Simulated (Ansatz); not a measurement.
Consider the following.

K₂NiO₂:
```
K2NiO2
1.0
   -1.96286     1.96286     6.37186
    1.96286    -1.96286     6.37186
    1.96286     1.96286    -6.37186
K Ni O
2 1 2
Direct
  0.65490   0.65490   0.00000
  0.34510   0.34510   0.00000
  0.00000   0.00000   0.00000
  0.13229   0.13229   0.00000
  0.86771   0.86771   0.00000
```
The run is spin-polarised, in the one order tried: ferromagnetic.

This is the r²SCAN-relaxed structure.

### Question
All from plane-wave PAW r²SCAN (Ansatz code), unless another level is named. Estimate the Bader charges.

### Answer
K +0.83, Ni +0.69, O -1.18 e.

### Question
Predict the net moment.

### Answer
0.40 μB per atom.

Space group I4/mmm. The first step of the workflow began from a Materials Project structure, measured or hypothetical; the Crystallography Open Database files this formula in space group No. 139, but the cells were not matched. Whether it is the stable phase at ambient conditions was not checked. Symmetry was held in the r²SCAN relaxation; its stability against distortions is not shown here. Spin order of the final state: ferromagnetic, the only order run, not a proven ground state. The cell computed holds one magnetic atom, so no antiferromagnetic order was within reach. Other orbital occupations within this spin state were not tried. No Hubbard U is applied.

Potentials: the later of the program's two PAW sets.
